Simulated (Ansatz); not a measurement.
BiTe, relaxed from a wurtzite start to space group P6_3/mmc (read at 0.02 Å)

Method: PBEsol, scalar-relativistic; no spin polarisation; PAW, 420 eV, 8×8×4 k-mesh, Gaussian smearing of 0.05 eV; code Ansatz. The datasets are Ansatz's generated set soft_2.

```
Bi Te
1.0
     5.41190    0.00000    0.00000
    -2.70595    4.68684    0.00000
     0.00000    0.00000    6.34282
Bi Te
2 2
Cartesian
  2.7060 1.5623 0.3971
  0.0000 3.1246 3.5685
  2.7060 1.5623 3.5685
  0.0000 3.1246 0.3971
```

This is a trial structure; measured cells of the compound in the Crystallography Open Database are in space groups P-3m1, Fm-3m (rock salt).

The run above is the reference. The same cell was run again with other input settings; several of them aren't fit for production, so the rows show the settings' effect and aren't properties of the material.

| keys changed | outcome | ΔE (meV/atom) | P (GPa) | gap on the mesh (eV) | cell moment (μB) | largest force component (eV/Å) | SCF iterations | rough core-seconds | new warnings |
| --- | --- | --- | --- | --- | --- | --- | --- | --- | --- |
| none (reference) | converged | 0.0 | 0.0 | metal | – | 0.000 | – | – | – |
| scf.initial_density.chi_scale: 0.0 | converged | 0.0 | 0.0 | metal | – | 0.000 | 7 | 16 | – |

ΔE is the energy with the smearing extrapolated to zero. It is left out where the change alters the Hamiltonian or the spin treatment. The varied runs start from atomic densities (corrected by the program's trained start where that serves), with the default search for lower states unless a row changes it.

Q: What happens with these changes: basis.ecutwfc: 420 → "400 eV"; crystal.symmetry: {"detect": false}?

A: outcome converged, ΔE (meV/atom) 0.4, P (GPa) 0.0, gap on the mesh (eV) metal, largest force component (eV/Å) 0.000, SCF iterations 7, rough core-seconds 170, new warnings cutoff below recommended.

Q: What happens with these changes: kpoints.mp_grid.grid: [8, 8, 4] → [12, 12, 6]?

A: outcome converged, ΔE (meV/atom) 18.4, P (GPa) 0.0, gap on the mesh (eV) metal, largest force component (eV/Å) 0.000, SCF iterations 7, rough core-seconds 40.

Changing scf.initial_density.chi_scale only steers the path to self-consistency, so the energy stays within 0.5 meV/atom.

Of the reference: These numbers lack spin–orbit coupling.
